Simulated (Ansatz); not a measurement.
Na:
```
CELL_PARAMETERS angstrom
     -2.02655     2.02655     2.02655
      2.02655    -2.02655     2.02655
      2.02655     2.02655    -2.02655
ATOMIC_POSITIONS crystal
  Na 0.00000 0.00000 0.00000
```

Relaxed with LDA. Special points in fractions of this cell's reciprocal vectors: Γ (0.000, 0.000, 0.000); H (0.500, -0.500, 0.500); N (0.000, 0.000, 0.500); P (0.250, 0.250, 0.250).

**Question.** List the band energies nearest the Fermi level at these points for DFT-LDA in the program Ansatz with PAW potentials.

**Answer.** In eV from the Fermi level; about four levels below and three above (degenerate sets whole), none deeper than 8.9 eV; … stands for higher levels left out; points with the same levels are listed once.

```csv
k,below,above
Γ,-3.49,12.37 12.37 12.37
H,–,4.79 4.79 …
N,–,0.83 1.33 8.67
P,–,2.90 2.90 2.90
```

Space group Im-3m (bcc (W type)). The LDA relaxation kept the symmetry of its start.

Potentials: the earlier of the program's two PAW sets. The files were generated under PBE; for other functionals the program regenerates the frozen cores, and for LDA and PBEsol the local potential too.
